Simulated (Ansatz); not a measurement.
SrTiO3 (cubic perovskite): values from a third-order Birch-Murnaghan fit to a volume scan beside measured ones. Computed values: PBEsol (plane waves to 420 eV, PAW, scalar-relativistic; Ansatz, a first-principles code). SrTiO3 is run without spin polarisation. SrTiO3 was relaxed with its symmetry unable to fall.

```json
[
 {"quantity": "Lattice constant a (Å)", "reference": "3.89", "kind": "measured at or taken to low temperature"},
 {"quantity": "Bulk modulus B₀ (GPa)", "reference": "172.1", "kind": "measured, room temperature or unstated; Murnaghan fit"}
]
```

References as given in: D. I. Bilc, R. Orlando, R. Shaltaf et al., Physical Review B (2008), arXiv:0805.0753; Mael Guennou, Pierre Bouvier, Jens Kreisel et al., Physical Review B (2010), arXiv:0910.0710. Values not taken to low temperature hold thermal and zero-point shifts that a static calculation lacks, so small differences there are no errors of the method.

Question: Estimate the PBEsol values and the sign and size of each difference.

Answer: 
| quantity | PBEsol | difference |
|---|---|---|
| Lattice constant a (Å) | 3.891 | +0.0 % |
| Bulk modulus B₀ (GPa) | 186 | +7.9 % |

For the lattice constant a it lies within 0.3 % of the reference.

(A scan under strain: stresses follow from slopes of the energy per volume, elastic moduli from its curvatures.)
